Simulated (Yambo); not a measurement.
Yambo input for a free-standing WSe₂ monolayer (symmetry Amm2, slab cell 16.3 Å high) under uniaxial strain of -4 % along x, the other axes held (a = 3.1404 Å, b = 3.2391 Å, c = 16.3000 Å, α = 90.00°, β = 90.00°, γ = 119.00°), on norm-conserving PBEsol (Quantum ESPRESSO, 86 Ry, scalar-relativistic) wavefunctions on a 24×24×1 mesh:

```
rim_cut
optics
chi
dipoles
kernel
RandQpts= 1000000
RandGvec= 2 Ry
CUTGeo= "slab z"
FFTGvecs= 30 Ry
Chimod= "HARTREE"
NGsBlkXd= 2 Ry
% QpntsRXd
 1 | 1 |
%
% BndsRnXd
 12 | 51 |
%
GrFnTpXd= "R"
% EnRngeXd
 0.0 | 20.0 | eV
%
% DmRngeXd
 0.2 | 0.2 | eV
%
CGrdSpXd= 50
ETStpsXd= 161
% LongDrXd
 0.0 | 1.0 | 0.0 |
%
```

First lines of the file o-*.alpha_q1_inv_rpa_dyson:

```
Polarizability  ( -<<X>> ) @ Q(1):   0.00000000     1.00000000     0.00000000    [q->0 direction]
#
# Polarizability units: length
#
# [ X ] Hartree size     :   57
# [GEN] GF Energies     : Perdew, Burke & Ernzerhof SOL(X)+Perdew, Burke & Ernzerhof SOL(C)
# [GEN] Green`s Function     : Retarded
#
# [GEN] Gauge     : Length
# [GEN] [r,Vnl] included     : yes
#
#    E[1] [eV]     Im(alpha)     Re(alpha)     Im(alpha_o)     Re(alpha_o)
#
     0.000000     0.45544E-11     14.11791     0.94302E-18     14.67878
     0.125000     0.058097     14.13568     0.061745     14.69765
     0.250000     0.117522     14.18937     0.124956     14.75468
     0.375000     0.179696     14.28017     0.191202     14.85117
     0.500000     0.246238     14.41014     0.262283     14.98942
     0.625000     0.319100     14.58239     0.340381     15.17283
     0.750000     0.400764     14.80123     0.428289     15.40620
     0.875000     0.494530     15.07258     0.529755     15.69612
     1.000000     0.604990     15.40446     0.650036     16.05153
     1.125000     0.738825     15.80771     0.796860     16.48463
     1.250000     0.906260     16.29723     0.982173     17.01226
     1.375000     1.123872     16.89363     1.225558     17.65783
     1.500000     1.420492     17.62553     1.561468     18.45405
     1.625000     1.850622     18.53106     2.055798     19.44439
     1.750000     2.525534     19.64758     2.844471     20.66964
     1.875000     3.657421     20.93473     4.187937     22.06997
     2.000000     5.416520     22.10221     6.288629     23.26614
     2.125000     7.625131     22.90556     8.902991     23.93375
     2.250000     10.41316     23.36392     12.14302     24.02516
     2.375000     13.69678     22.73812     15.66040     22.68501
     2.500000     16.73810     21.06925     18.56467     20.19360
     2.625000     19.32561     18.28574     20.49346     16.62598
     2.750000     20.58711     14.43135     20.63094     12.51834
     2.875000     19.60166     10.84074     18.67949     9.509503
     3.000000     17.70587     9.117234     16.51799     8.584787
     3.125000     16.21459     8.823485     15.14325     8.845451
     3.250000     15.84035     9.236775     14.97392     9.556053
     3.375000     16.52084     9.270753     15.78806     9.717317
     3.500000     17.42516     8.463009     16.72101     9.060873
     3.625000     17.95216     7.132718     17.34079     7.953487
     3.750000     17.97860     5.591584     17.54216     6.599229
```
(The file goes on to the top of the energy range; α is in bohr.) Convergence of the RPA response with its 24×24×1 mesh was not tested.

Spin-orbit coupling is not included.

Geometry strained from the cell relaxed with PBEsol, atoms relaxed again.
